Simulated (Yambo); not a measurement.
Material: BeS (zinc blende, space group F-43m, No. 216); a = 3.4223 Å, b = 3.4223 Å, c = 3.4223 Å, α = 60.00°, β = 60.00°, γ = 60.00° (2 atoms in the cell). Cell and atoms were relaxed with PBEsol from Materials Project entry mp-422, within its symmetry.

With PBEsol (pw.x of Quantum ESPRESSO, ONCV potentials, no spin-orbit coupling), the gap between the mesh's edge points (Γ → X) is 2.916 eV.

What does a G0W0 run in Yambo give for it (6×6×6 Γ-centred k mesh, bands 2 to 62 and a 10 Ry block in the screening, 62 bands in G with the Bruneval-Gonze terminator, plasmon pole fitted at 27.2 eV)?

The correction is 1.645 eV, giving 4.561 eV, 1.6 times the PBEsol value.  Nearest settings tried, and what they do to the gap: 45 bands in W, 45 bands in G: -15 meV; 8 Ry block (89 vectors against 137): -59 meV; 8×8×8 mesh: -12 meV. So the settings aren't converged at that level.
